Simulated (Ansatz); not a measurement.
Given:

Nb₃Sn:
```cif
data_Nb6Sn2
_chemical_formula_sum 'Sn2 Nb6'
_space_group_name_H-M_alt 'Pm-3n'
_space_group_IT_number 223
_space_group_name_Hall '-P 4n 2 3'
_cell_length_a 5.31909
_cell_length_b 5.31909
_cell_length_c 5.31909
_cell_angle_alpha 90.000
_cell_angle_beta 90.000
_cell_angle_gamma 90.000
loop_
_atom_site_label
_atom_site_type_symbol
_atom_site_symmetry_multiplicity
_atom_site_Wyckoff_symbol
_atom_site_fract_x
_atom_site_fract_y
_atom_site_fract_z
_atom_site_occupancy
Sn1 Sn 2 a 0.00000 0.00000 0.00000 1
Nb1 Nb 6 c 0.00000 0.50000 0.25000 1
```

This is the PBE-relaxed structure.

Problem. All from the program Ansatz at the PBE level (PAW), unless another level is named. Predict the formation energy from the elements (no fitted shifts).

Solution. -0.17 eV/atom.

Problem. Next, the density of states at the Fermi level?

Solution. 2.1 states/eV per atom (mean over ±0.08 eV).

The cell was relaxed with PBE under the symmetry of its start. No spin polarisation was allowed. The references are the lowest solids computed at this level, not always the standard phases. Scalar-relativistic: spin–orbit coupling is off unless named, which matters more the heavier the elements.

Potentials: the later of the program's two PAW sets.
